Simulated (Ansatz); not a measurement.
Here is the system:

Starting cell, TiO2 (rutile):

```xyz
6
Lattice="4.5973 0.0000 0.0000 0.0000 4.5973 0.0000 0.0000 0.0000 2.9543" Properties=species:S:1:pos:R:3 pbc="T T T"
Ti     0.0000     0.0000     0.0000
Ti     2.2987     2.2987     1.4771
O      1.4004     1.4004     0.0000
O      3.6991     0.8983     1.4771
O      0.8983     3.6991     1.4771
O      3.1969     3.1969     0.0000
```

In this cell atom 2 (Ti, nearest neighbour O at 1.948 Å; its periodic images, 3.0 Å or more away, move with it) is moved by s along Cartesian x, unit vector (1.000, 0.000, 0.000); all other atoms and the cell stay fixed.

All values below come from r2SCAN (plane waves to 500 eV, PAW, scalar-relativistic; Ansatz, an electronic-structure program). k mesh 6×6×9 (Γ-centred), Fermi-Dirac smearing 0.05 eV. Energies are smeared free energies. The PAW data are Ansatz's earlier set. TiO2 is run without spin polarisation. TiO2 was relaxed with its symmetry unable to fall. The zero of ΔE is the undisplaced structure.

The scan covers s from -0.190 to 0.190 Å in 11 points.

Is this a single well or a double well?

A single well with its minimum at or next to zero displacement.

Is the energy the same for equal positive and negative displacements?

Even: the same for both signs. With its periodic images moving along, the atom's site symmetry in this cell is mmm.

What is the force constant k = d²E/ds² of this move at s = 0?

16.6 eV/Å².

(A displaced cell: forces are minus the slopes of the energy, force constants its curvatures, and phonons follow from these.)
